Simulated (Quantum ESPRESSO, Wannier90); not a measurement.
**Tight-binding from DFT: AlInSb2 (P-4m2)**

```
AlInSb2
1.0
    4.50617     0.00000     0.00000
    0.00000     4.50617     0.00000
    0.00000     0.00000     6.34882
Al In Sb
1 1 2
Direct
  0.00000   0.00000   0.00000
  0.50000   0.50000   0.50000
  0.00000   0.50000   0.23337
  0.50000   0.00000   0.76663
```

Structure: Materials Project mp-1228890, symmetrised, not relaxed again. Not found in the COD (Crystallography Open Database) copy used; not checked further. Computed values, not measurements, from PBEsol: Quantum ESPRESSO (norm-conserving PseudoDojo potentials, cutoff 64 Ry, no spin polarisation, no spin-orbit coupling) on a Γ-centred 8×8×6 mesh, then Wannier90. Density: 8×8×6 mesh, Gaussian smearing 0.01 Ry. Spin-orbit coupling is left out although heavy elements are present.

The plane-wave run has 41 bands and 46 electrons a cell. On the energy scale of pw.x, whose zero is arbitrary, the valence-band maximum lies at 6.72 eV.

Isolated groups of bands, relative to the valence-band maximum (bands from 24 on overlap up to the last one computed):

```json
[
 {"bands": "1–10", "from (eV)": "-28.41", "to (eV)": "-28.38", "filling": "filled", "weight on atomic waves": "Sb 4d 100 %"},
 {"bands": "11–15", "from (eV)": "-14.46", "to (eV)": "-14.34", "filling": "filled", "weight on atomic waves": "In 4d 99 %"},
 {"bands": "16–17", "from (eV)": "-10.63", "to (eV)": "-8.71", "filling": "filled", "weight on atomic waves": "Sb 5s 62 %, Al 3p 11 %, In 5p 10 %"},
 {"bands": "18–23", "from (eV)": "-5.73", "to (eV)": "0.00", "filling": "filled", "weight on atomic waves": "Sb 5p 57 %, Al 3p 12 %, In 5p 12 %"}
]
```

Input w.win, without the blocks of cell, atoms and k-points (384 lines):

```
num_bands = 26
num_wann = 16
exclude_bands = 1-15
num_iter = 1000
conv_tol = 1.0e-6
conv_window = 4
dis_num_iter = 1000
dis_conv_tol = 1.0e-6
dis_froz_max = 12.61
write_hr = true
write_u_matrices = true
begin projections
f=-0.00770,-0.00082,-0.00564: s;p
f=0.50253,0.50956,0.50357: s;p
f=-0.00283,0.49119,0.23771: s;p
f=0.50226,-0.00875,-0.23794: s;p
end projections
mp_grid = 8 8 6
```

wannier90.x stops with:
```
dis_windows: More states in the frozen window than target WFs
```
At some k-point more bands lie below dis_froz_max than there are Wannier functions, and every frozen state has to fit into the subspace. Mended as below, all else unchanged, the run goes through (Ω_I = 33.2 Å²) and follows the plane-wave bands to 2.4 meV rms (states up to 1.4 eV relative to the valence-band maximum).
```
dis_froz_max = 8.61
```
